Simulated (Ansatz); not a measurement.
Compressing YPb$_{3}$: a fit and a missing row

YPb$_{3}$, Pm-3m, a = 4.861 Å. The structure is a COD entry; whether it is the stable form wasn't checked. Ansatz: r2SCAN, PAW, 500 eV, Γ-centred 10×10×10 mesh on 4 atoms, Gaussian smearing 0.10 eV; no spin polarisation. Symmetry fixes shape and atoms, so the cell is only scaled; pressure is positive in compression.

| V (Å³/atom) | P (GPa) |
| --- | --- |
| 25.271 | 9.32 |
| 26.132 | ? |
| 26.994 | 3.86 |
| 27.855 | 1.75 |
| 28.717 | -0.02 |
| 29.578 | -1.53 |
| 30.440 | -2.80 |
| 31.589 | -4.20 |

Q: Take V0 = 28.717 Å³/atom, count pressures from its P0 = -0.02 GPa, fit the third-order Birch–Murnaghan form to the other rows, and predict the missing pressure.

A: With the Eulerian strain f = ½[(V0/V)^(2/3) − 1] and y = (P − P0)/[3f(1 + 2f)^(5/2)], the form is the line y = B0 + 1.5 B0 (B0′ − 4) f. Rows (f, y): 0.04448, 56.6; 0.02106, 55.4; 0.01026, 54.7; -0.00975, 54.2; -0.01905, 53.6; -0.03078, 53.1. Means f = 0.002703, y = 54.600; Σ(Δf)² = 0.003889, ΣΔfΔy = 0.1760; the slope is their ratio. y = 54.48 + 45.25 f GPa, so B0 = 54.5 GPa and B0′ = 4 + 2 × (45.25)/(3 × 54.48) = 4.55. At V = 26.132, f = 0.03245, y = 55.95 and P = 6.35 GPa. The run gave 6.36 GPa, so the fit is 0.01 GPa too low, within twice the rms miss on the fitted rows (0.007 GPa).

Spin–orbit coupling is left out, which can shift energies with elements as heavy as these.

Cost: 8 runs of about 6.9 core-minutes in all, on Arm Neoverse V1 (shared hosts).